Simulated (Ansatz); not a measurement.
IrPtN$_{2}$:
```cif
data_IrN2Pt
_chemical_formula_sum 'Ir1 Pt1 N2'
_space_group_name_H-M_alt 'P 1'
_space_group_IT_number 1
_cell_length_a 6.43712
_cell_length_b 6.43712
_cell_length_c 6.43712
_cell_angle_alpha 26.278
_cell_angle_beta 26.278
_cell_angle_gamma 26.278
loop_
_space_group_symop_operation_xyz
  'x, y, z'
loop_
_atom_site_label
_atom_site_type_symbol
_atom_site_fract_x
_atom_site_fract_y
_atom_site_fract_z
_atom_site_occupancy
Ir1 Ir 0.50000 0.50000 0.50000 1
Pt1 Pt 0.00000 0.00000 0.00000 1
N1 N 0.89496 0.89496 0.89496 1
N2 N 0.10504 0.10504 0.10504 1
```

Relaxed with PBEsol.

### Question
Which orbitals make up the states near the Fermi level in plane-wave PAW PBEsol (Ansatz code)?

### Answer
Within 0.5 eV of the Fermi level: Ir 5d 44 %, N 2p 32 %, Pt 5d 18 %. Projections are on Löwdin-orthogonalised atomic valence shells; empty p or d shells of many metals are not among them.

### Question
Tabulate the density of states.

### Answer
States/eV per cell of 4 atoms, in 0.25 eV bins, energy from the Fermi level.

```csv
E (eV),total,N 2p,Pt 5d,Ir 5d
-7.85,1.39,0.70,0.23,0.35
-7.60,3.11,1.59,0.48,0.85
-7.35,3.33,1.71,0.41,1.02
-7.10,2.45,1.24,0.27,0.84
-6.85,2.13,1.04,0.19,0.82
-6.60,2.98,1.42,0.22,1.22
-6.35,2.45,1.07,0.26,0.96
-6.10,2.17,0.97,0.33,0.62
-5.85,2.82,1.26,0.52,0.67
-5.60,2.33,1.06,0.48,0.50
-5.35,2.95,1.46,0.65,0.61
-5.10,3.34,1.04,1.45,0.59
-4.85,2.81,0.82,1.34,0.38
-4.60,2.48,0.95,0.93,0.38
-4.35,2.83,0.96,1.13,0.51
-4.10,2.99,1.03,1.20,0.57
-3.85,2.85,0.96,1.25,0.49
-3.60,2.37,0.73,1.16,0.40
-3.35,2.17,0.42,1.28,0.35
-3.10,2.85,0.53,1.72,0.43
-2.85,2.79,0.57,1.52,0.50
-2.60,3.87,0.52,2.00,1.13
-2.35,3.54,0.34,1.97,1.07
-2.10,4.52,0.47,2.68,1.18
-1.85,5.04,0.87,2.64,1.30
-1.60,4.65,1.26,1.89,1.25
-1.35,3.30,0.76,1.25,1.11
-1.10,1.95,0.39,0.91,0.53
-0.85,1.37,0.23,0.73,0.30
-0.60,2.65,0.44,0.82,1.23
-0.35,3.14,0.75,0.70,1.53
-0.10,3.78,1.11,0.61,1.78
0.15,3.11,1.08,0.47,1.37
0.40,3.16,1.29,0.59,1.07
0.65,2.31,0.92,0.55,0.63
0.90,0.58,0.14,0.24,0.08
1.15,0.47,0.06,0.25,0.02
1.40,0.61,0.09,0.32,0.03
1.65,1.55,0.29,0.75,0.13
1.90,0.00,0.00,0.00,0.00
2.15,0.00,0.00,0.00,0.00
2.40,0.00,0.00,0.00,0.00
2.65,0.13,0.02,0.01,0.04
2.90,0.83,0.12,0.07,0.26
3.15,1.56,0.37,0.13,0.52
3.40,1.85,0.55,0.13,0.64
3.65,2.03,0.75,0.10,0.75
3.90,2.58,1.12,0.10,0.99
4.15,2.29,1.03,0.09,0.88
4.40,3.35,1.45,0.12,1.33
4.65,1.36,0.62,0.06,0.53
```

Space group R-3m. The start of the workflow was typed in or built on a structure type; neither database checked (COD, Materials Project) lists it. Its standing as an ambient phase is unchecked. Symmetry was held in the PBEsol relaxation; whether a distortion lowers the energy is not shown. The workflow began spin-polarised and lost its moments. Its formation energy is positive at this level, so the cell may be metastable or incomplete. Scalar-relativistic: spin–orbit coupling is off unless named, which matters more the heavier the elements.

Potentials: the later of the program's two PAW sets.
